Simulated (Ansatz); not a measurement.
## Field gradients of Si3N4 from run to run

Cell of run 1: a Materials Project structure (computed, not necessarily an observed phase), taken as it stands.

Space group P6_3/m (No. 176); a = 7.6045, c = 2.9052 Å, γ = 120.00°.

| site | Wyckoff | site symmetry | x | y | z |
| --- | --- | --- | --- | --- | --- |
| Si | 6h | m.. | 0.2311 | 0.8249 | 0.7500 |
| N7 | 2d | -6.. | 0.3333 | 0.6667 | 0.7500 |
| N9 | 6h | m.. | 0.9692 | 0.6699 | 0.7500 |

One atom of each set is listed.

All runs are DFT with Ansatz 0.2.0 (plane waves and PAW, scalar-relativistic unless spin–orbit coupling is named, Γ-centred meshes, Fermi–Dirac smearing where given) in this cell.

Run 1: PBE, gradients read without the response of the cores, atoms as given; 420 eV, 4×4×10 k-points, smearing 0.02 eV.
Run 2: r2SCAN, gradients read without the response of the cores, atoms as given; 500 eV, 4×4×10 k-points, smearing 0.02 eV.
Run 3: LDA, gradients read without the response of the cores, atoms as given; 420 eV, 4×4×10 k-points, smearing 0.02 eV; the PAW files are those made for PBE.

```csv
run,Si V_zz (η),N7 V_zz (η),N9 V_zz (η)
1,0.88 (0.32),-5.11 (0.00),-5.14 (0.06)
2,?,?,?
3,0.87 (0.33),-4.89 (0.00),-4.92 (0.07)
```

V_zz in 10²¹ V/m².

Q: Estimate the row of run 2.

A: Si: 0.87 (0.29); N7: -5.21 (0.00); N9: -5.16 (0.07). It lies nearest to run 1, from whose tensors on these sites it differs by 0.10 at most (largest principal value of the difference, on N7).

The cell isn't the equilibrium one in run 1 (calculated pressure 6 GPa), and the entry's cell may itself be off.
